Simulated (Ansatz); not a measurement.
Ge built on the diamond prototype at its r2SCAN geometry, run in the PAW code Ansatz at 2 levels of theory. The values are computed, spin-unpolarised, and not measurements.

The r2SCAN input:
```yaml
crystal:
  lattice:
    - [0.0, 2.8368735121, 2.8368735121]
    - [2.8368735121, 0.0, 2.8368735121]
    - [2.8368735121, 2.8368735121, 0.0]
  atoms:
    - { symbol: Ge, position: [0.0, 0.0, 0.0] }
    - { symbol: Ge, position: [0.25, 0.25, 0.25] }
kpoints:
  mp_grid: { grid: [8, 8, 8] }
  band_path:
    path:
      - [0.0, 0.0, 0.0]
      - [0.5, 0.0, 0.5]
      - [0.625, 0.25, 0.625]
      - [0.375, 0.375, 0.75]
      - [0.5, 0.5, 0.5]
      - [0.5, 0.25, 0.75]
    npoints: 1
hamiltonian:
  xc: r2scan
scf:
  occupations: { method: fermi_dirac, width: 0.02 }
  n_extra_bands: 4
output:
  forces: true
  stress: true
  eigenvalues: true
```

Main results, then, where recorded, the levels near the gap in eV from the Fermi energy (columns number the bands from 0), one row a point of the path (Γ, X, U, K, L, W):
```
Crystal: 2 atoms, lattice volume = 45.661 Å³
Symmetry: 48 space group operations
Space group: Fd-3m (ITA 227)
```
```
Basis set: ecut = 500 eV, 1211 PW (Γ)
Bands: 18, of which v1, the nominal top of the filled ones, is band 14 counted from 1 (13 counted from 0)
k-points: 29 of 512
Free energy (F): -8605.805171 eV
Fermi energy:    8.458568 eV
--- Stress (GPa, compression-positive) ---
       -0.010422       0.000000       0.000000
        0.000000      -0.010422       0.000000
        0.000000       0.000000      -0.010422
  P = ⅓ Tr σ = -0.0104 GPa (-0.104 kbar)
```
```tsv
band_11	band_12	band_13	band_14	band_15	band_16
-0.191	-0.191	-0.191	0.171	2.532	2.532
-9.368	-3.384	-3.384	0.802	0.802	9.862
-8.749	-4.642	-2.928	1.219	4.222	7.492
-8.749	-4.642	-2.928	1.219	4.222	7.492
-8.012	-1.660	-1.660	0.245	3.809	3.809
-9.268	-4.203	-4.203	4.475	4.475	4.867
```

r2SCAN gives a direct gap of 0.36 eV at Γ.

**Question.** In the first input these blocks are replaced (the band path and keys that only write files left aside):
```yaml
kpoints:
  mp_grid: { grid: [6, 6, 6] }
hamiltonian:
  xc: hse06
```
What comes out?

**Answer.**
```
Basis set: ecut = 420 eV, 893 PW (Γ)
Bands: 18, of which v1, the nominal top of the filled ones, is band 14 counted from 1 (13 counted from 0)
k-points: 16 of 216
Exchange kernel: α = 0.2500, screened, ω = 0.2079 Å⁻¹, Wigner–Seitz truncation, v(0) = 1046.6466 eV·Å³, q-mesh 6×6×6
hybrid outer 1: dexx = +1.086e-2 eV, tail = 6.99e-5 eV
hybrid outer 2: dexx = +9.584e-7 eV, tail = 3.19e-8 eV, Δε = 4.78e-3 eV
Free energy (F): -8591.675487 eV
Fermi energy:    8.531696 eV
--- Stress (GPa, compression-positive) ---
        0.367656       0.000000       0.000000
        0.000000       0.367656       0.000000
        0.000000       0.000000       0.367656
  P = ⅓ Tr σ = 0.3677 GPa (3.677 kbar)
```
```tsv
band_11	band_12	band_13	band_14	band_15	band_16
-0.383	-0.383	-0.383	0.396	2.822	2.822
-10.060	-3.710	-3.710	0.889	0.889	10.329
-9.401	-5.056	-3.226	1.331	4.444	7.850
-9.401	-5.056	-3.226	1.331	4.444	7.850
-8.644	-1.893	-1.893	0.393	4.057	4.057
-9.949	-4.583	-4.583	4.788	4.788	5.012
```
With HSE06 the valence top lies at Γ and the conduction bottom at L, 0.776 eV higher; the smallest vertical gap, at Γ, is 0.779 eV. Least and direct gap differ so little that the kind isn't settled. The lowest empty level at Γ lies only 3 meV higher, so the place of the conduction bottom isn't settled. The mean stress, +0.4 GPa, is small, and the program warns that its thresholds are loose for a hybrid's stress.

Small level splittings and stresses of the hybrids carry the error of their coarser meshes.

Totals of different functionals can't be compared.

Spin-orbit coupling is left out.
